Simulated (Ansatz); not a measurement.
The end of the path is a generated cell of LaHO2: the first start was made by placing the elements on the sites of a structure type, and the end was not matched to a known phase here, so it may be hypothetical.

A geometry of LaHO₂ away from equilibrium: step 6 of the relaxation of a generated cell, LaHO2 built in the AFLOW prototype AB2C_oC16_63_c_2c_c (as in SrCuO2). Method: PBE (plane waves to 420 eV, PAW, scalar-relativistic; Ansatz, a quantum-chemistry and plane-wave program). Γ-centred k-mesh 7×7×6 on the run's cell (coarser than for final values), Fermi–Dirac smearing 0.05 eV. The plane waves were selected for a different cell earlier on the path.

```xyz
8
Lattice="1.7710 -7.5724 0.0000 1.7710 7.5724 0.0000 0.0000 0.0000 3.6506" Properties=species:S:1:pos:R:3 pbc="T T T"
H      1.7710    -7.2074     2.7380
H      1.7710     7.2074     0.9127
O      1.7710     6.8898     2.7380
O      1.7710    -6.8898     0.9127
O      1.7710    -4.7386     2.7380
O      1.7710     4.7386     0.9127
La     1.7710    -2.3023     2.7380
La     1.7710     2.3023     0.9127
```

Task: Give the Cartesian forces on all atoms (eV/Å).

Result: 
```tsv
atom	Fx	Fy	Fz
H1	0.00	-2.74	0.00
H2	0.00	2.74	0.00
O3	0.00	-0.21	0.00
O4	0.00	0.21	0.00
O5	0.00	0.58	0.00
O6	0.00	-0.58	0.00
La7	0.00	0.23	0.00
La8	0.00	-0.23	0.00
```

The path ends in Cmcm (No. 63). No spin polarisation in the result. Without a van der Waals term the distances between weakly bound units are poorly fixed.

The run could not lose the symmetry of its start, so the end can be a saddle point.
